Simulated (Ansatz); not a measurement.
KZnF3 (Pm-3m), stationary points along a deformation path

Level of theory: DFT r2SCAN, scalar-relativistic, plane waves, PAW (Ansatz). The runs took a 500 eV cutoff, a Γ-centred 6×6×6 mesh and Gaussian smearing (0.05 eV). No spin polarisation. Energies are free energies at this smearing, counted from the undisturbed cell; pressure is positive in compression.

The undisturbed cell (as given, not relaxed at this level; it stands at -0.2 GPa, and it needn't be the usual structure):

```xyz
5
Lattice="4.0500 0.0000 0.0000 0.0000 4.0500 0.0000 0.0000 0.0000 4.0500" Properties=species:S:1:pos:R:3 pbc="T T T"
K     0.0000    0.0000    0.0000
Zn    2.0250    2.0250    2.0250
F     2.0250    2.0250    0.0000
F     0.0000    2.0250    2.0250
F     2.0250    0.0000    2.0250
```

At fixed volume and fractional coordinates, lengths along (0.577, 0.577, 0.577) are scaled against those across it; ρ is that ratio over its starting value. V = 13.286 Å³/atom. Δσ is the stress along the axis less the mean stress across it (compression positive).

```
    ρ  ΔE (meV/atom)  Δσ (GPa) space group
0.500         1073.4     62.18         R-3m
0.600          560.7     41.21         R-3m
0.710          246.3     26.63         R-3m
0.850           54.2     12.17         R-3m
0.930           10.7      5.35         R-3m
1.000            0.0      0.00        Pm-3m
1.080           12.1     -5.71         R-3m
1.200           69.2    -14.05         R-3m
1.410          260.5    -29.59         R-3m
1.700          687.0    -54.22         R-3m
2.000         1291.9    -80.46         R-3m
```

How does the stress give the slope of the energy, and where is the energy stationary?

Along the path d ln(length) is 2/3 d ln ρ on the axis and −1/3 d ln ρ across it, so dE/d ln ρ = −(2/3) V Δσ: the energy falls with ρ where Δσ is positive. Δσ vanishes or changes sign at ρ = 1.000 (Pm-3m), a minimum at 0.0 meV/atom. Pairs of stationary points between two samples would go unseen, and could change a minimum read from distant neighbours into a maximum. At ρ = 1.000 the cell is cubic, where symmetry alone makes the stress isotropic and the slope zero.

Which shear constant sets the curvature at ρ = 1?

For a cubic crystal E/V = (2/3) C (ln ρ)² with C = C44, so Δσ = −2C ln ρ. The parabola of Δσ against ln ρ through ρ = 0.930, 1 and 1.080 gives C ≈ 37 GPa with the ions clamped, rough because the steps are large.

The gap closes along the scan, which can put kinks into the curve.